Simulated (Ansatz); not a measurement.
Li (hcp (Mg type), P6_3/mmc) under volume change, DFT-r²SCAN in the program Ansatz with PAW potentials, shape and atoms relaxed at each volume.

```csv
V (Å³/atom),E − E(relaxed) (meV/atom),P (GPa)
19.070,7.9,1.44
19.698,3.4,0.89
20.327,0.8,0.42
20.956,0.0,0.00
21.584,0.7,-0.37
22.213,2.8,-0.69
22.842,6.1,-0.97
```

Task: What does a third-order Birch–Murnaghan fit give for V₀, B₀ and B′?

Result: V₀ = 20.96 Å³/atom, B₀ = 13.0 GPa, B′ = 3.3.

The first step of the workflow began from a Materials Project structure, measured or hypothetical; the Crystallography Open Database files this formula in space group No. 194, but the cells were not matched. It is not the phase usual at ambient conditions (space group No. 229). Symmetry was held in the r²SCAN relaxation; of distortions, only those at the zone centre were tested.

Potentials: the earlier of the program's two PAW sets.
